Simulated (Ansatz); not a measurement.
Two states of FeCuSO

```
CELL_PARAMETERS angstrom
3.88102 0.00000 0.00000
0.00000 3.88102 0.00000
0.00000 0.00000 8.77872
ATOMIC_POSITIONS crystal
Cu 0.75000 0.25000 0.50000
Cu 0.25000 0.75000 0.50000
S 0.25000 0.25000 0.34420
S 0.75000 0.75000 0.65580
Fe 0.25000 0.75000 0.00000
Fe 0.75000 0.25000 0.00000
O 0.25000 0.25000 0.92560
O 0.75000 0.75000 0.07440
```

Method: PBE, with U_eff = 4.8 eV on Cu d, U_eff = 2.13 eV on Fe d (all-electron-ortho-atomic projectors); PAW, plane waves to 420 eV, 6×6×3 Γ-centred mesh, gaussian occupations (width 0.0912 eV) (Ansatz 0.2.0), atoms fixed.

State A: Fe5 up, Fe6 down (collinear spin). State B: Fe5 up, Fe6 up, O7 up, O8 up (collinear spin).

Compare the two self-consistent states.

State A is lower by 15.9 meV an atom at zero smearing; in free energy at this smearing B lies +16.4 meV an atom from A.

```csv
state,free energy (meV/atom),largest moment in a small sphere (μB),net moment (μB/cell),gap on mesh (eV),pressure (GPa),largest force (eV/Å)
A,0.0,3.35,0.00,metal,-3.4,0.73
B,16.4,3.49,8.70,metal,-3.4,0.65
```

Origin: a database entry at a rescaled volume. Caveats: another magnetic order, which this cell may not hold, can open a gap.
